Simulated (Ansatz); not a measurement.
Values for one crystal, relaxed and computed with plane-wave PAW r²SCAN (Ansatz code); other levels are named.

Volume per atom: 12.50 Å³
Electronic character: metallic (no gap)
Density of states at the Fermi level: 0.46 states/eV per atom (mean over ±0.08 eV)
Pressure derivative B′: 4.4
Formation energy from the elements (no fitted shifts): -0.47 eV/atom
Bulk modulus (Birch–Murnaghan fit): 186 GPa

### Question
Which of these materials gives this?
A) Hf5Si3, P6_3/mcm (Hf on 6g, Hf on 4d, Si on 6g)
B) VSi2, P6_222 (V on 3c, Si on 6i)
C) SiNi3, Cu3Au type
D) SiNi2, Pnma (Ni on 4c, Ni on 4c, Si on 4c)

### Answer
B, VSi2, P6_222 (V on 3c, Si on 6i)

The cell was relaxed with r²SCAN under the symmetry of its start. Magnetic state: ferromagnetic, the only order run, not a proven ground state. Other orbital occupations within this spin state were not tried. The references are the lowest solids computed at this level, not always the standard phases.

Potentials: the later of the program's two PAW sets.
